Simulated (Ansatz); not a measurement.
Here is the system:

GaP:
```cif
data_Ga2P2
_chemical_formula_sum 'Ga2 P2'
_space_group_name_H-M_alt 'P42/mmc'
_space_group_IT_number 131
_space_group_name_Hall '-P 4c 2'
_cell_length_a 3.63160
_cell_length_b 3.63160
_cell_length_c 6.49045
_cell_angle_alpha 90.000
_cell_angle_beta 90.000
_cell_angle_gamma 90.000
loop_
_atom_site_label
_atom_site_type_symbol
_atom_site_symmetry_multiplicity
_atom_site_Wyckoff_symbol
_atom_site_fract_x
_atom_site_fract_y
_atom_site_fract_z
_atom_site_occupancy
Ga1 Ga 2 c 0.00000 0.50000 0.00000 1
P1 P 2 e 0.00000 0.00000 0.25000 1
```

This is the PBE-relaxed structure.

All from the program Ansatz at the PBE level (PAW), unless another level is named. Predict the electronic character.

metallic (no gap).

What about the formation energy from the elements (no fitted shifts)?

0.20 eV/atom.

What about the density of states at the Fermi level?

0.49 states/eV per atom (mean over ±0.08 eV).

Space group P4_2/mmc. The cell is a constructed one: a structure type filled with these elements; neither database checked (COD, Materials Project) lists it. It is not the phase usual at ambient conditions (space group No. 216). The cell was relaxed with PBE under the symmetry of its start; whether a distortion lowers the energy is not shown. The references are the lowest solids computed at this level, not always the standard phases. Scalar-relativistic: spin–orbit coupling is off unless named, which matters more the heavier the elements.

Potentials: the later of the program's two PAW sets.
